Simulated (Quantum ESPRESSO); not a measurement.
## One change at a time to AlReSn5Ti

These are calculations, not measurements. They come from Quantum ESPRESSO 7.5, a public plane-wave density functional program. Each row is one single-point run on a made-up periodic cell of eight metal atoms, with elements, volume, strain and displacements drawn at random and not relaxed, so a cell may be unstable or far from any real phase. There is no spin polarisation or spin-orbit coupling.

Settings: PBE unless stated; PseudoDojo standard norm-conserving files; Fermi-Dirac width 0.25 eV, which means electrons at about 2900 K; cutoff 1143 eV; 5 x 5 x 4 k mesh shifted half a step off Gamma. E is the free energy of the whole cell (internal energy minus TS), so a -TS column is already part of it. Stress is positive in tension, and the pressure P is minus a third of its trace.

Checks: one run of this series was repeated at a higher cutoff and on a denser mesh, which moved values by no more than 0.004 eV, 0.07 GPa and 0.009 eV/Å, and a second program with other atomic files agreed on it to 2 % rms in force and 0.5 GPa in pressure. Known limits: the tin pseudopotential is less sure than most, with forces differing by about three percent from a second method on plain tin; heavy elements are run without spin-orbit coupling, which real alloys of them have; a spin test at this wide smearing found no moment, but such smearing suppresses magnetism that the real alloy may have.

The lattice is face-centred cubic, and the cell vectors in Å are (2.231, 4.461, 2.231); (2.231, -4.461, 2.231); (2.231, 0.000, -6.691), a volume of 177.55 Å³ in run 1. The elements on sites 1 to 8 are Sn Sn Sn Re Al Ti Sn Sn. Each later run makes one change to run 1 and keeps the rest. E is counted from run 1, and is n/a where other atomic files have another zero of energy.

| run | change | V (Å³) | P (GPa) | -TS (eV) | rms force (eV/Å) | largest change of a force component (eV/Å) | E (eV) |
|---|---|---|---|---|---|---|---|
| 1 | none | 177.55 | -1.85 | -1.457 | 0.425 | 0.000 | 0.000 |
| 2 | sites 1 and 5 exchanged | 177.55 | -1.73 | -1.458 | 0.416 | 0.633 | 0.042 |
| 3 | all lengths scaled by +1.28 % | 184.46 | -4.27 | -1.524 | 0.378 | 0.117 | 0.134 |
| 4 | PBEsol in place of PBE | 177.55 | -5.32 | -1.459 | 0.398 | 0.075 | n/a |
| 5 | Ru on site 8 | 177.55 | -10.50 | -1.798 | 0.458 | 1.017 | n/a |
| 6 | site 7 moved by -0.06 Å along x | 177.55 | -1.97 | -1.457 | 0.380 | 0.337 | ? |

## Worked estimate

Along the move dE = -F dx. The force on site 7 along x is -0.761 eV/Å in run 1 and -0.423 eV/Å in run 6, and the move is -0.06 Å, so the mean force times the move gives an estimate.

## Withheld value

Question: what E should run 6 give?

The estimate is -0.036 eV. The calculation gave -0.036 eV.
